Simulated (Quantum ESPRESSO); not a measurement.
```
CELL_PARAMETERS angstrom
      0.00000     3.09906     3.09906
      3.09906     0.00000     3.09906
      3.09906     3.09906     0.00000
ATOMIC_POSITIONS crystal
  Cl 0.50000 0.50000 0.50000
  K  0.00000 0.00000 0.00000
```

The PBEsol cell relaxed from Materials Project entry mp-23193 was given an isotropic strain of -0.7 % on all lattice vectors, and the atoms were relaxed again.

Task: What does PBEsol (pw.x of Quantum ESPRESSO, ONCV potentials, no spin-orbit coupling) give for the electronic structure near the Fermi level?

Result: The PBEsol gap is direct, 5.18 eV at Γ.
